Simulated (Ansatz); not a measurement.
# Two states of TiTlF$_{3}$

```
Ti F Tl
1.0
     4.44809    0.00000    0.00000
     0.00000    4.44809    0.00000
     0.00000    0.00000    4.44809
Ti F Tl
1 3 1
Direct
  0.00000 0.00000 0.00000
  0.50000 0.00000 0.00000
  0.00000 0.50000 0.00000
  0.00000 0.00000 0.50000
  0.50000 0.50000 0.50000
```

Level: PBE, with U_eff = 3.38 eV on Ti d (all-electron-ortho-atomic projectors); 420 eV; 4×4×4 (shifted by 0.5, 0.5, 0.5 steps) mesh; fermi-dirac occupations (width 0.1 eV); Ansatz 0.2.0, fixed geometry.

State A: no moments (no spin polarisation). State B: Ti1 up (collinear spin).

Problem. Compare the two self-consistent states.

Solution. State B is lower by 330.8 meV an atom at zero smearing; in free energy at this smearing B lies -326.7 meV an atom from A.

```tsv
state	free energy (meV/atom)	largest moment in a small sphere (μB)	net moment (μB/cell)	gap on mesh (eV)	pressure (GPa)	largest force (eV/Å)
A	326.7	0.00	0.00	0.33	-4.1	0.00
B	0.0	1.46	2.00	1.41	-3.3	0.00
```

Origin: a known structure type with other elements, at an estimated volume, so it need not be a known compound. Caveats: no spin-orbit coupling, which can shift this gap by tenths of an eV; the mesh misses a band edge that the path finds; an odd or shifted mesh can miss the band edges, so this level's true gap may be smaller.
